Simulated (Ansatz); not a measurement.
A geometry of Al2Au away from equilibrium: the start of the relaxation of a relaxed Al2Au cell deformed by the Cartesian strain tensor (xx, yy, zz, yz, xz, xy) = (0.037, 0.041, -0.028, -0.065, -0.064, 0.030). Level of theory: PBEsol (plane waves to 420 eV, PAW, scalar-relativistic; Ansatz, a first-principles code). Γ-centred k-mesh 10×9×8 on the run's cell (coarser than for final values), Fermi–Dirac smearing 0.05 eV.

```xyz
3
Lattice="-0.1005 2.9306 2.7235 2.9216 -0.1035 2.7265 3.2022 3.2142 -0.3841" Properties=species:S:1:pos:R:3 pbc="T T T"
Al     1.5058     1.5103     1.2665
Al     4.5174     4.5309     3.7994
Au     0.0000     0.0000     0.0000
```

Question: Which atoms carry the largest force, and which way does it point?

Answer: 0.82 eV/Å, on Al1, Al2 (atoms numbered as listed); on Al1 its components are (0.58, 0.57, 0.03).

Question: What is the pressure?

Answer: -1.1 GPa, compression positive.

Question: How far above the relaxed end point is this geometry?

Answer: 0.15 eV/atom; the path ends in Fm-3m (No. 225) (AFLOW prototype AB2_cF12_225_a_c (C1, as in CaF2)).

No spin polarisation in the result.

The run could not lose the symmetry of its start.
